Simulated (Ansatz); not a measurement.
InP:
```
InP
1.0
    4.13870     0.00000     0.00000
   -2.06935     3.58422     0.00000
    0.00000     0.00000     9.35244
In P
3 3
Direct
  0.00000   0.50000   0.33333
  0.50000   0.50000   0.66667
  0.50000   0.00000   0.00000
  0.00000   0.50000   0.83333
  0.50000   0.50000   0.16667
  0.50000   0.00000   0.50000
```

r²SCAN in the plane-wave PAW code Ansatz gives a gap of 0.41 eV without spin–orbit coupling, maximum on the Γ–M line, 4 % of the way from Γ, minimum at Γ.

### Question
What happens when spin–orbit coupling is switched on?

### Answer
The gap decreases by 0.01 eV, to 0.40 eV; maximum on the Γ–M line, 10 % of the way from Γ, minimum at Γ.

Space group P6_422. The start of the workflow was typed in or built on a structure type; neither database checked (COD, Materials Project) lists it. It is not the phase usual at ambient conditions (space group No. 216). The r²SCAN relaxation kept the symmetry of its start; its stability against distortions is not shown here.

Potentials: the earlier of the program's two PAW sets.
